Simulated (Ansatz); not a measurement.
Relaxed-ion elastic tensor of Y (bcc (W type), Im-3m) in GPa (Voigt order), the program Ansatz at the r²SCAN level (PAW); density 4.39 g/cm³, 33.60 Å³ per atom.

```
      1     2     3     4     5     6
-  ----  ----  ----  ----  ----  ----
1  41.8  37.6  37.6   0.0   0.0   0.0
2  37.6  41.8  37.6   0.0   0.0   0.0
3  37.6  37.6  41.8   0.0   0.0   0.0
4   0.0   0.0   0.0  22.1   0.0   0.0
5   0.0   0.0   0.0   0.0  22.1   0.0
6   0.0   0.0   0.0   0.0   0.0  22.1
```

### Question
Is the crystal mechanically stable?

### Answer
Yes: the smallest eigenvalue of C is 4.1 GPa.

### Question
Work out the Voigt and Reuss bounds. Is their mean of use?

### Answer
K_V = 39.0, K_R = 39.0; G_V = 14.1, G_R = 4.5 GPa. The bounds lie so far apart that a Hill average or a Debye temperature from it would say little.

The start of the workflow was typed in or built on a structure type; neither database checked (COD, Materials Project) lists it. It is not the phase usual at ambient conditions (space group No. 194). Symmetry was held in the r²SCAN relaxation; its stability against distortions is not shown here. No spin polarisation was allowed. As this level gives no gap, shear constants depend on the k-mesh and smearing (Fermi–Dirac, 0.1 eV here).

Potentials: the later of the program's two PAW sets.
